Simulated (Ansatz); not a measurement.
GaN:
```
CELL_PARAMETERS angstrom
      2.98028     0.00000     0.00000
     -1.49014     2.58100     0.00000
      0.00000     0.00000     2.68306
ATOMIC_POSITIONS crystal
  Ga 0.00000 0.00000 0.00000
  N  0.66667 0.33333 0.50000
```

Relaxed with PBE. Special points in fractions of this cell's reciprocal vectors: Γ (0.000, 0.000, 0.000); M (0.500, 0.000, 0.000); K (0.333, 0.333, 0.000); A (0.000, 0.000, 0.500); L (0.500, 0.000, 0.500); H (0.333, 0.333, 0.500).

Question: List the band energies nearest the Fermi level at these points for the program Ansatz at the PBE with spin–orbit coupling level (PAW).

Answer: In eV from the Fermi level; about four levels below and three above (degenerate sets whole), none deeper than 8.9 eV; points with the same levels are listed once.

| k | below | above |
|---|---|---|
| Γ | -0.92 -0.92 -0.24 -0.24 | 9.55 9.55 9.73 9.73 |
| M | -8.57 -8.57 -2.76 -2.76 | 0.15 0.15 2.48 2.48 |
| K | -7.78 -7.78 -6.14 -6.09 | 0.32 0.33 6.61 |
| A | -0.02 -0.02 0.00 0.00 | 5.34 5.34 5.88 5.88 |
| L | -1.15 -1.15 -0.63 -0.63 | 7.28 7.28 7.87 7.87 |
| H | -4.96 -4.96 -2.50 -2.49 | 0.09 0.09 1.23 |

Space group P-6m2. A made-up cell: these elements were put on the sites of a structure type; neither database checked (COD, Materials Project) lists it. It is not the phase usual at ambient conditions (space group No. 186, 216). The PBE relaxation kept the symmetry of its start; whether a distortion lowers the energy is not shown.

Potentials: the earlier of the program's two PAW sets.
